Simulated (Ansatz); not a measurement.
HfO₂ (baddeleyite type, space group P2_1/c)

```xyz
12
Lattice="5.1617 0.0000 0.0000 0.0000 5.2125 0.0000 -0.8978 0.0000 5.2770" Properties=species:S:1:pos:R:3 pbc="T T T"
Hf     1.2362     0.2237     1.0996
Hf     3.4766     2.8299     1.5389
Hf     3.0277     4.9889     4.1774
Hf     0.7872     2.3826     3.7381
O      0.0338     1.7131     1.8388
O      4.6790     4.3194     0.7997
O      4.2301     3.4994     3.4382
O     -0.4151     0.8931     4.4773
O      1.8905     3.9470     2.5153
O      2.8223     1.3408     0.1232
O      2.3733     1.2655     2.7617
O      1.4416     3.8718     5.1538
```

The slice is a (100) plane (indices of the conventional cell) through the point (0.276, 0.043, 0.208) (fractional), spanned by u = [010] and v = [001] in vectors of this cell: u (5.21 Å) and v (5.35 Å, at 90° to u). It covers one period; positions are fractions (u, v).

These are PBE (plane waves to 420 eV, PAW, scalar-relativistic; Ansatz, a program for electronic structure) values and carry that method's errors. k mesh 5×5×5. Inside the PAW spheres the values are not all-electron values, and peaks at nuclei hang on which shells count as valence. HfO2 is run without spin polarisation. HfO2 was relaxed with its symmetry unable to fall. Spin-orbit coupling is left out, though Hf is heavy. The PAW data are Ansatz's earlier set.

Problem. Predict the map of the valence electron density on the slice.

Solution. 
```
v \ u  0.00  0.13  0.26  0.39  0.52  0.65  0.77  0.90
-----  ----  ----  ----  ----  ----  ----  ----  ----
0.88    0.6  -0.2  -1.0  -1.4  -1.3  -0.8  -0.7   0.1
0.75   -0.8  -0.6  -0.8  -1.0  -0.9  -0.4  -0.4  -0.9
0.62   -1.0  -0.6  -0.3   0.5   0.1  -0.6  -0.8  -1.2
0.50   -1.4  -1.0   0.1   1.7   1.0  -0.7  -1.3  -1.5
0.38   -1.4  -1.1  -0.4   0.5   0.0  -0.7  -0.8  -1.3
0.25   -1.0  -0.8  -0.6  -0.7  -0.9  -0.4  -0.4  -0.9
0.12    0.6  -0.2  -0.6  -0.9  -1.2  -0.8  -0.6   0.1
0.00    1.8   0.6  -0.9  -1.3  -1.5  -1.3  -0.7   1.1
```

Values: log₁₀ of the valence density in e/Å³. The scale is logarithmic, as a density can span decades between atoms and voids.
